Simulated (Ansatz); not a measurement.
Ansatz input file:

```yaml
crystal:
  lattice:
    - [-1.774395, 1.774395, 5.186256]
    - [1.774395, -1.774395, 5.186256]
    - [1.774395, 1.774395, -5.186256]
  atoms:
    - { symbol: "Y", position: [0.5, 0.5, 0.0] }
    - { symbol: Ni, position: [0.75, 0.25, 0.5], spin: 2.0 }
    - { symbol: Ni, position: [0.25, 0.75, 0.5], spin: 2.0 }
    - { symbol: B, position: [0.143902, 0.143902, 0.0] }
    - { symbol: B, position: [0.856098, 0.856098, 0.0] }
    - { symbol: C, position: [0.0, 0.0, 0.0] }
basis:
  ecutwfc: 500
kpoints:
  mp_grid: { grid: [8, 8, 8] }
hamiltonian:
  xc: r2scan
scf:
  occupations: { method: gaussian, width: 0.1 }
  lower_state_search: "off"
output:
  forces: true
  stress: true
  eigenvalues: true
  populations: true
magnetization:
  spin_polarized: true
```

Launched with
```bash
ansatz run input.yaml --threads 2 --pin off --max-ram 5120MiB --backend cpu --events-out ev --progress --plain --runs-dir out
```

Theory: Ansatz, DFT r2SCAN, scalar-relativistic, plane waves, PAW.

Abridged output (final results; tables in files aren't shown):

```
SCF 1 converged in 32 iterations: F = -16118.484346 eV  dr2 = 5.62e-10
this state was not tested for a lower state beside it, because the mixer in use, unlike msr1, does not test its closes by its own steps (another_mixer; see scf.mixing.algorithm and scf.lower_state_search)
SCF converged after 32 iterations
Magnetization: 0.0002 μB (28.5001 up, 28.4999 down)
Absolute magnetization: 0.0003 μB (∫|ρ↑−ρ↓|, with the PAW one-centre terms)
Spin contamination: 0.0000 ħ² per cell (⟨S²⟩ above its minimum at these occupations)
Per-site moments (μB) at R_I (Å): [(5.32524993e-6, 1.03511655), (0.00013395, 0.86128419), (0.00013395, 0.86128419), (1.42811239e-6, 0.61570790), (1.42811239e-6, 0.61570790), (-8.15870097e-6, 0.61570790)]
Free energy (F): -16118.484346 eV
Harris-Foulkes:  -16118.484346 eV  (|F-HF|=1.98e-9)
Internal energy: -16118.472268 eV  (E = F + TS)
E sigma→0 (E₀):  -16118.478307 eV
Entropy (-TS):   -0.012078 eV (-2.013 meV/atom)
Fermi energy:    14.349675 eV
--- Per-component energies (eV) ---
  E_band       = -775.704855
  E_kinetic    = 1060.521091
  E_local      = -10022.482616  (includes V_loc(G=0)·N_el)
  E_nonlocal   = 1376.050772
  E_hartree    = 4281.181392
  E_xc         = -438.965950
  E_vxc        = -608.886781  (∫ρ·V_xc dr)
  E_paw        = -6389.366948  (= ΣΔE_a)
  E_vpaw       = -1180.665071  (= ΣTr[D̂ρ^β])
  E_aug_tail   = 0.000454  (compensation charges beyond the density's cutoff)
  E_vtau       = 37.395598  (kinetic-family band-sum trace: ∫τ·v_τ [+ j·A + Jᵃ·Aᵃ] dr)
  E_ewald      = -5984.594715
  E_core_change = -0.815748  (= ΣΔE_core)
  E_smearing   = -0.012078  (= −TS)
--- Forces (eV/Å), atoms counted from 1 ---
  atom   1  Y      0.00000000     0.00000000     0.00000000
  atom   2  Ni     0.00000000     0.00000000     0.00000000
  atom   3  Ni     0.00000000     0.00000000     0.00000000
  atom   4  B      0.00000000     0.00000000     0.07530285
  atom   5  B      0.00000000     0.00000000    -0.07530285
  atom   6  C      0.00000000     0.00000000     0.00000000
--- Stress (GPa, compression-positive) ---
       -3.437147       0.000000       0.000000
        0.000000      -3.437147       0.000000
        0.000000       0.000000      -0.995835
  P = ⅓ Tr σ = -2.6234 GPa (-26.234 kbar)
--- Band table (eV; the first three rows and the last of 118) ---
  k-point 0 ↑: bands = ["-92.9324", "-92.9110", "-51.9249", "-51.9249", "-51.8235", "-51.8235", "-51.7803", "-51.7578", "-29.5495", "-8.9707", "-8.8282", "-8.8282", "-0.2203", "5.0261", "5.0425", "8.8765", "9.8624", "9.8624", "10.6819", "11.5818", "11.8921", "11.8921", "12.4364", "13.0412", "13.0412", "13.0644", "13.5721", "13.5721", "13.8029", "14.0757", "14.7389", "18.3742", "18.4171", "20.1866", "20.2928", "20.2928", "20.9189"]
  k-point 1 ↑: bands = ["-92.9308", "-92.9126", "-51.9268", "-51.9087", "-51.8403", "-51.8221", "-51.7787", "-51.7595", "-29.5406", "-8.9540", "-8.9140", "-8.8801", "0.0851", "4.9961", "5.3587", "9.0233", "9.3171", "9.8308", "10.8360", "11.2771", "11.6006", "11.8354", "12.3471", "12.4071", "12.5342", "12.9223", "12.9377", "13.2638", "14.2240", "14.9469", "15.4368", "18.4721", "19.1315", "19.1389", "20.2214", "20.8615", "21.3556"]
  k-point 2 ↑: bands = ["-92.9270", "-92.9163", "-51.9313", "-51.8807", "-51.8695", "-51.8187", "-51.7746", "-51.7634", "-29.5194", "-9.0689", "-9.0040", "-8.9156", "0.5625", "5.0190", "6.1399", "8.6973", "9.4322", "9.7995", "9.9697", "11.0418", "11.2914", "11.5209", "12.0801", "12.3323", "12.4488", "12.6122", "12.7126", "12.7197", "14.3393", "14.5725", "17.7553", "18.3810", "18.9287", "19.1605", "19.5322", "20.0678", "20.0865"]
  k-point 58 ↓: bands = ["-92.9322", "-92.9109", "-51.9247", "-51.9247", "-51.8233", "-51.8233", "-51.7801", "-51.7577", "-29.5492", "-8.9885", "-8.8279", "-8.8279", "0.0049", "3.3563", "7.8323", "8.1819", "10.2405", "10.2405", "10.6895", "10.7284", "10.7284", "11.9670", "12.0095", "12.3399", "12.9578", "12.9578", "13.0664", "13.8034", "14.8569", "16.6878", "16.6878", "17.0627", "17.0627", "18.3742", "18.5732", "19.7105", "20.6523"]
--- Löwdin populations: 6 sites ---
  site symbol q [e]    m [muB]
     0      Y     10.2248     0.0000
     1     Ni     17.3476     0.0001
     2     Ni     17.3476     0.0001
     3      B      3.6417     0.0000
     4      B      3.6417     0.0000
     5      C      4.4870     0.0000
  spilling = 0.005432 (of n_electrons = 57.000000)
```

Self-consistency was reached.

The run took 80 s on 2 threads of Arm Neoverse V1, on a shared host, peak memory 0.69 GiB.

The k mesh is coarse.